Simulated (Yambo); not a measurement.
Yambo run on KHF2 (space group I4/mcm, No. 140). The wavefunctions come from this Quantum ESPRESSO step (LDA, PseudoDojo standard norm-conserving files, scalar-relativistic):

```
&CONTROL
  calculation = 'nscf'
  pseudo_dir = './pseudo'
  outdir = './out'
/
&SYSTEM
  ibrav = 0
  nat = 8
  ntyp = 3
  ecutwfc = 84.0
  ecutrho = 336.0
  occupations = 'fixed'
  force_symmorphic = .true.
  nbnd = 119
/
&ELECTRONS
  conv_thr = 8e-09
  diago_full_acc = .true.
  diago_thr_init = 1e-08
/
ATOMIC_SPECIES
H 1.0080 H.upf
F 18.9984 F.upf
K 39.0983 K.upf
CELL_PARAMETERS angstrom
 -2.799455000000   2.799455000000   3.352835000000
  2.799455000000  -2.799455000000   3.352835000000
  2.799455000000   2.799455000000  -3.352835000000
ATOMIC_POSITIONS crystal
H   0.500000000000   0.000000000000   0.500000000000
H   0.000000000000   0.500000000000   0.500000000000
F   0.355940000000   0.855940000000   0.211880000000
F   0.644060000000   0.144060000000   0.788120000000
F   0.855940000000   0.644060000000   0.500000000000
F   0.144060000000   0.355940000000   0.500000000000
K   0.750000000000   0.750000000000   0.000000000000
K   0.250000000000   0.250000000000   0.000000000000
K_POINTS automatic
4 4 4 0 0 0
```

Yambo input:

```
rim_cut
gw0
dyson
el_el_corr
HF_and_locXC
ppa
em1d
RandQpts= 1000000
RandGvec= 1 Ry
EXXRLvcs= 84 Ry
VXCRLvcs= 336 Ry
Chimod= "HARTREE"
% BndsRnXp
 1 | 118 |
%
NGsBlkXp= 6 Ry
% LongDrXp
 1.0 | 1.0 | 1.0 |
%
PPAPntXp= 27.2114 eV
% GbndRnge
 1 | 118 |
%
GTermKind= "BG"
DysSolver= "n"
ExtendOut
% QPkrange
 1 | 1 | 24 | 25 |
 13 | 13 | 24 | 25 |
%
```

k points by index: 1 = Γ, 13 = Z.

Table of the .qp output:

```
#    K-point    Band    Eo [eV]    E [eV]    E-Eo [eV]    Vxc [eV]    Vnlxc [eV]    Sc|Eo [eV]    Sc|E [eV]    dSc/dw|Eo [eV]    Re(Z)    Im(Z)
#
    1    24    -0.059720    -2.991465    -2.931745    -22.17417    -30.34453    4.629754    5.238623    -5.651050    0.828038    -0.001007
    1    25    6.906802    8.672366    1.765564    -9.445202    -4.716343    -2.774615    -2.963295    -2.907892    0.903454    -0.560808E-3
    13    24    0.000000    -2.929409    -2.929409    -22.32742    -30.51681    4.650453    5.259984    -5.661704    0.827770    -0.001010
    13    25    9.408152    11.70301    2.294857    -9.975305    -4.666329    -2.760635    -3.014119    -3.005616    0.900532    -0.590499E-3
```
(The two width columns are left out.) Convergence of these settings isn't established.

Geometry of the Materials Project entry, not relaxed at this level.
